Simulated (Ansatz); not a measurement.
Property card for MgS

MgS:
```yaml
crystal:
  lattice:
    - [4.88848, 0.00000, 0.00000]
    - [0.00000, 4.88848, 0.00000]
    - [0.00000, 0.00000, 4.14628]
  atoms:
    - { symbol: Mg, position: [0.50000, 0.00000, 0.07195] }
    - { symbol: Mg, position: [0.00000, 0.50000, 0.92805] }
    - { symbol: S, position: [0.00000, 0.00000, 0.00000] }
    - { symbol: S, position: [0.50000, 0.50000, 0.00000] }
```

Space group P4/nmm (No. 129); conventional cell a = 4.888 Å, b = 4.888 Å, c = 4.146 Å, α = 90.00°, β = 90.00°, γ = 90.00°.

Method: DFT-PBE+D3(BJ) in the program Ansatz with PAW potentials. Geometry: relaxed at this level of theory. Other levels are named where they apply.

**Cell and energy**

- Volume per atom: 24.77 Å³
- Density: 1.89 g/cm³
- Formation energy from the elements (no fitted shifts): -1.02 eV/atom

**Electronic structure**

- Band gap: 1.61 eV (direct)
- Valence-band maximum: at Γ
- Conduction-band minimum: at Γ
- Electron effective mass: 0.27, 0.27, 0.35 mₑ (principal values)
- Hole effective mass: 0.82, 1.7, 1.7 mₑ (principal values)

**Mechanics**

- Bulk modulus (Birch–Murnaghan fit): 6.0 GPa
- Pressure derivative B′: 6.3

The cell is a constructed one: a structure type filled with these elements; neither database checked (COD, Materials Project) lists it. COD files the formula under space group No. 225. Whether it is the stable phase at ambient conditions was not checked. Symmetry was held in the PBE+D3(BJ) relaxation; its stability against distortions is not shown here. The references are the lowest solids computed at this level, not always the standard phases.

Potentials: the later of the program's two PAW sets.
